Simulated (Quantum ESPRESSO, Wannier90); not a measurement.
**CdSe (zinc blende): Wannier90 run**

```
begin unit_cell_cart
ang
    0.0000000000    3.0702700000    3.0702700000
    3.0702700000    0.0000000000    3.0702700000
    3.0702700000    3.0702700000    0.0000000000
end unit_cell_cart
begin atoms_frac
Cd   0.0000000000  0.0000000000  0.0000000000
Se   0.2500000000  0.2500000000  0.2500000000
end atoms_frac
```

Structure: Materials Project mp-2691, symmetrised, not relaxed again. Not found in the COD (Crystallography Open Database) copy used, which has the formula in other groups; not checked further. Level: PBEsol, spinors with spin-orbit coupling; pw.x of Quantum ESPRESSO at 82 Ry with PseudoDojo potentials, 6×6×6 k-points, Wannier90. Density: 10×10×10 mesh, Gaussian smearing 0.01 Ry.

A tight-binding model is made by disentanglement and projection with no localisation steps (num_iter = 0), so the 16 orbitals stay atom-like: hydrogen-like Cd: s;p; Se: s;p, axes along x, y, z; frozen window up to 1.81 eV relative to the valence-band maximum. It follows pw.x to 4.2 meV rms for states up to 1.3 eV relative to the valence-band maximum. Matrix elements depend on this choice of orbitals and windows. Bands 21–30 (Cd 4d 96 %) lie between the kept ones and are excluded.

The 20 largest hoppings ⟨m,0|H|n,R⟩ between different sites (one of each Hermitian pair; signs follow the real orbitals' lobes; the list may end inside a set of equal values):

```json
[
 {"m": "Se2 px↓", "n": "Cd1 py↓", "R": "0 0 1", "distance of the centres (Å)": "2.66", "t (eV)": "1.180", "Im t (eV)": "-0.017"},
 {"m": "Se2 px↑", "n": "Cd1 py↑", "R": "1 0 0", "distance of the centres (Å)": "2.66", "t (eV)": "-1.180", "Im t (eV)": "0.017"},
 {"m": "Se2 py↑", "n": "Cd1 px↑", "R": "1 0 0", "distance of the centres (Å)": "2.66", "t (eV)": "-1.180", "Im t (eV)": "-0.017"},
 {"m": "Se2 py↑", "n": "Cd1 px↑", "R": "0 1 0", "distance of the centres (Å)": "2.66", "t (eV)": "-1.180", "Im t (eV)": "-0.017"},
 {"m": "Se2 px↓", "n": "Cd1 py↓", "R": "0 0 0", "distance of the centres (Å)": "2.66", "t (eV)": "1.180", "Im t (eV)": "-0.017"},
 {"m": "Se2 py↓", "n": "Cd1 px↓", "R": "0 0 0", "distance of the centres (Å)": "2.66", "t (eV)": "1.180", "Im t (eV)": "0.017"},
 {"m": "Se2 py↓", "n": "Cd1 px↓", "R": "0 0 1", "distance of the centres (Å)": "2.66", "t (eV)": "1.180", "Im t (eV)": "0.017"},
 {"m": "Se2 px↑", "n": "Cd1 py↑", "R": "0 1 0", "distance of the centres (Å)": "2.66", "t (eV)": "-1.180", "Im t (eV)": "0.017"},
 {"m": "Se2 py↑", "n": "Cd1 px↑", "R": "0 0 0", "distance of the centres (Å)": "2.66", "t (eV)": "1.180", "Im t (eV)": "-0.017"},
 {"m": "Se2 pz↓", "n": "Cd1 py↓", "R": "0 0 1", "distance of the centres (Å)": "2.66", "t (eV)": "-1.180", "Im t (eV)": "0.008"},
 {"m": "Se2 px↓", "n": "Cd1 py↓", "R": "0 1 0", "distance of the centres (Å)": "2.66", "t (eV)": "-1.180", "Im t (eV)": "-0.017"},
 {"m": "Se2 pz↑", "n": "Cd1 py↑", "R": "1 0 0", "distance of the centres (Å)": "2.66", "t (eV)": "1.180", "Im t (eV)": "-0.008"},
 {"m": "Se2 pz↑", "n": "Cd1 py↑", "R": "0 0 0", "distance of the centres (Å)": "2.66", "t (eV)": "1.180", "Im t (eV)": "0.008"},
 {"m": "Se2 px↑", "n": "Cd1 py↑", "R": "0 0 0", "distance of the centres (Å)": "2.66", "t (eV)": "1.180", "Im t (eV)": "0.017"},
 {"m": "Se2 py↑", "n": "Cd1 px↑", "R": "0 0 1", "distance of the centres (Å)": "2.66", "t (eV)": "1.180", "Im t (eV)": "-0.017"},
 {"m": "Se2 pz↓", "n": "Cd1 py↓", "R": "0 1 0", "distance of the centres (Å)": "2.66", "t (eV)": "-1.180", "Im t (eV)": "-0.008"},
 {"m": "Se2 py↓", "n": "Cd1 pz↓", "R": "0 1 0", "distance of the centres (Å)": "2.66", "t (eV)": "-1.180", "Im t (eV)": "-0.004"},
 {"m": "Se2 py↓", "n": "Cd1 px↓", "R": "0 1 0", "distance of the centres (Å)": "2.66", "t (eV)": "-1.180", "Im t (eV)": "0.017"},
 {"m": "Se2 px↑", "n": "Cd1 py↑", "R": "0 0 1", "distance of the centres (Å)": "2.66", "t (eV)": "1.180", "Im t (eV)": "0.017"},
 {"m": "Se2 py↑", "n": "Cd1 pz↑", "R": "0 0 0", "distance of the centres (Å)": "2.66", "t (eV)": "1.180", "Im t (eV)": "0.004"}
]
```
